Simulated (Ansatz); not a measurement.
## NiRhAs under pressure: fit and missing row

NiRhAs, P4/nmm, a = 3.585 Å, c = 6.106 Å. The structure is a COD entry; whether it is the stable form wasn't checked. Ansatz: r2SCAN, PAW, 500 eV, Γ-centred 10×10×6 mesh on 6 atoms, Gaussian smearing 0.10 eV; no spin polarisation. Cell and atoms are relaxed at each pressure, and no other structure is tried, so the rows at high pressure may lie past a change of phase.

```
V (Å³/atom) P (GPa)
          ?    40.01
     12.080    19.99
     12.522    10.03
     12.782     5.04
     12.958     2.00
     13.082     0.01
     13.214    -2.00
```

Question: Take V0 = 13.082 Å³/atom, count pressures from its P0 = 0.01 GPa, fit the third-order Birch–Murnaghan form to the other rows, and predict the missing volume.

Answer: With the Eulerian strain f = ½[(V0/V)^(2/3) − 1] and y = (P − P0)/[3f(1 + 2f)^(5/2)], the form is the line y = B0 + 1.5 B0 (B0′ − 4) f. Rows (f, y): 0.02728, 213.8; 0.01480, 209.8; 0.00779, 207.1; 0.00318, 205.3; -0.00334, 204.0. Means f = 0.009942, y = 208.00; Σ(Δf)² = 0.0005510, ΣΔfΔy = 0.1826; the slope is their ratio. y = 204.7 + 331.5 f GPa, so B0 = 204.7 GPa and B0′ = 4 + 2 × (331.5)/(3 × 204.7) = 5.08. P = 40.01 GPa is met at f = 0.04805 (y = 220.63), so V = V0 (1 + 2f)^(−3/2) = 11.400 Å³/atom. The run gave 11.396 Å³/atom, so the fit is 0.004 Å³/atom too high, a small miss on the scale of the series. The form still works here, 91 % of the fitted range beyond its end.